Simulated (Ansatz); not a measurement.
TaAs:
```yaml
crystal:
  lattice:
    - [5.62315, 0.00000, 0.00000]
    - [-2.81158, 4.86979, 0.00000]
    - [0.00000, 0.00000, 4.21804]
  atoms:
    - { symbol: Ta, position: [0.50000, 0.00000, 0.00000] }
    - { symbol: Ta, position: [0.50000, 0.50000, 0.00000] }
    - { symbol: Ta, position: [0.00000, 0.50000, 0.00000] }
    - { symbol: As, position: [0.00000, 0.00000, 0.00000] }
    - { symbol: As, position: [0.33333, 0.66667, 0.50000] }
    - { symbol: As, position: [0.66667, 0.33333, 0.50000] }
```

Relaxed with HSE06. Special points in fractions of this cell's reciprocal vectors: Γ (0.000, 0.000, 0.000); M (0.500, 0.000, 0.000); K (0.333, 0.333, 0.000); A (0.000, 0.000, 0.500); L (0.500, 0.000, 0.500); H (0.333, 0.333, 0.500).

**Question.** List the band energies nearest the Fermi level at these points for HSE06 in the plane-wave PAW code Ansatz.

**Answer.** In eV from the Fermi level; about four levels below and three above (degenerate sets whole), none deeper than 8.9 eV; points with the same levels are listed once.

```json
[
 {"k": "Γ", "below": "-3.22 -3.22 -1.59 -1.59 -0.16", "above": "0.38 0.38 1.59"},
 {"k": "M", "below": "-2.90 -2.31 -0.73 -0.10", "above": "0.52 0.78 1.30"},
 {"k": "K", "below": "-3.11 -2.96 -1.96 -1.96", "above": "0.47 0.47 1.72"},
 {"k": "A", "below": "-3.19 -3.19 -2.51 -2.33", "above": "0.87 0.87 1.77"},
 {"k": "L", "below": "-2.35 -1.52 -0.98 -0.90", "above": "0.22 0.73 0.75"},
 {"k": "H", "below": "-1.79 -1.70 -0.66 -0.66", "above": "0.60 0.60 0.66"}
]
```

Space group P6/mmm. The cell is a constructed one: a structure type filled with these elements; neither database checked (COD, Materials Project) lists it. It is not the phase usual at ambient conditions (space group No. 109). Symmetry was held in the HSE06 relaxation; whether a distortion lowers the energy is not shown. No spin polarisation was allowed. The hybrid run found no gap, on a coarse k-mesh. Spin–orbit coupling is left out wherever it is not named.

Potentials: the later of the program's two PAW sets.
